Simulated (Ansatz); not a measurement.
MgH₂ (rutile, P4_2/mnm) at seven volumes, plane-wave PAW LDA (Ansatz code), shape and atoms relaxed at each. One row is withheld.

```
V (Å³/atom)  P (GPa)
-----------  -------
8.847           5.87
9.138           3.63
9.430           1.68
9.722          -0.02
10.013             ?
10.305         -2.81
10.597         -3.94
```

### Question
Fit the shown pressures and predict the withheld one.

### Answer
P = (3/2)B₀(x^(7/2) − x^(5/2))[1 + (3/4)(B′ − 4)(x − 1)] with x = (V₀/V)^(2/3). Least squares on the six rows gives V₀ = 9.718 Å³/atom, B₀ = 53.0 GPa, B′ = 3.52. At V = 10.013, x = 0.9803 and P = -1.50 GPa. The run itself gave -1.51 GPa.

The cell was relaxed with LDA under the symmetry of its start; phonons on a q-mesh show no instability.

Potentials: the later of the program's two PAW sets.
